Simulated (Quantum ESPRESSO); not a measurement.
HfTi7 in 6 site orders

All numbers below are calculated, not measured. They come from Quantum ESPRESSO 7.5, a public plane-wave density functional program. Each row is one single-point run on a made-up periodic cell of eight metal atoms, with elements, volume, strain and displacements drawn at random and not relaxed, so a cell may be unstable or far from any real phase. There is no spin polarisation or spin-orbit coupling.

Settings: PBE unless stated; PseudoDojo standard norm-conserving files; Fermi-Dirac width 0.25 eV, which means electrons at about 2900 K; cutoff 1143 eV; 5 x 5 x 4 k mesh shifted half a step off Gamma. E is the free energy of the whole cell (internal energy minus TS), so a -TS column is already part of it. Stress is positive in tension, and the pressure P is minus a third of its trace.

Checks: one run of this series was repeated at a higher cutoff and on a denser mesh, which moved values by no more than 0.002 eV, 0.02 GPa and 0.003 eV/Å, and a second program with other atomic files agreed on it to 2 % rms in force and 0.5 GPa in pressure. Known limits: heavy elements are run without spin-orbit coupling, which real alloys of them have; a spin test at this wide smearing found no moment, but such smearing suppresses magnetism that the real alloy may have.

The lattice is hexagonal close-packed, and the cell vectors in Å are (4.420, -2.552, 0.000); (-2.946, 0.000, -4.880); (2.946, 5.103, 0.000), a volume of 146.78 Å³. The runs move one Hf atom among sites that otherwise hold Ti, on the same eight displaced sites. E is counted from run 1, and the rms force is over all 24 components. Nothing is relaxed, so E mixes bonding between neighbours with strain on unrelaxed sites, and it is not an ordering energy.

```
run,elements on sites 1 to 8,E (eV),-TS (eV),rms force (eV/Å),largest force (eV/Å),P (GPa)
1,Hf Ti Ti Ti Ti Ti Ti Ti,0.000,-2.490,0.323,0.86,0.38
2,Ti Hf Ti Ti Ti Ti Ti Ti,0.064,-2.491,0.365,0.86,0.53
3,Ti Ti Ti Hf Ti Ti Ti Ti,0.078,-2.490,0.390,1.08,0.58
4,Ti Ti Ti Ti Hf Ti Ti Ti,0.135,-2.502,0.433,1.00,0.74
5,Ti Ti Ti Ti Ti Ti Hf Ti,0.084,-2.493,0.389,0.90,?
6,Ti Ti Ti Ti Ti Ti Ti Hf,0.016,-2.489,0.321,0.79,0.35
```

## Worked fit

A straight line through the runs shown gives P = 0.35 + 2.91 E GPa with E in eV, an error of 0.30 on the slope and a scatter of 0.03 GPa. At this fixed volume the orders of higher energy tend to have the higher pressure.

## Withheld value

Question: what pressure should run 5 give?

The fit gives 0.59 ± 0.04 GPa. The calculation gave 0.62 GPa.
